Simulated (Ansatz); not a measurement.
Nb3Sn:
```
CELL_PARAMETERS angstrom
      5.31909     0.00000     0.00000
      0.00000     5.31909     0.00000
      0.00000     0.00000     5.31909
ATOMIC_POSITIONS crystal
  Sn 0.00000 0.00000 0.00000
  Sn 0.50000 0.50000 0.50000
  Nb 0.25000 0.00000 0.50000
  Nb 0.50000 0.75000 0.00000
  Nb 0.75000 0.00000 0.50000
  Nb 0.50000 0.25000 0.00000
  Nb 0.00000 0.50000 0.75000
  Nb 0.00000 0.50000 0.25000
```

Relaxed with PBE. Special points in fractions of this cell's reciprocal vectors: Γ (0.000, 0.000, 0.000); X (0.000, 0.500, 0.000); M (0.500, 0.500, 0.000); R (0.500, 0.500, 0.500).

Q: List the band energies nearest the Fermi level at these points for DFT-PBE with spin–orbit coupling in the program Ansatz with PAW potentials.

A: In eV from the Fermi level; about four levels below and three above (degenerate sets whole), none deeper than 8.9 eV; points with the same levels are listed once.

| k | below | above |
|---|---|---|
| Γ | -0.06 -0.06 -0.06 -0.06 | 2.29 2.29 2.35 2.35 2.35 2.35 |
| X | -0.39 -0.39 -0.39 -0.39 | 1.47 1.47 1.47 1.47 |
| M | -1.52 -1.52 -0.87 -0.87 | 0.07 0.07 0.08 0.08 |
| R | -1.35 -1.35 -1.35 -1.35 -1.35 -1.35 -1.35 -1.35 | 0.03 0.03 0.03 0.03 0.03 0.03 0.03 0.03 |

Space group Pm-3n (A15 (Cr3Si type)). The PBE relaxation kept the symmetry of its start. The run is not spin-polarised.

Potentials: the later of the program's two PAW sets.
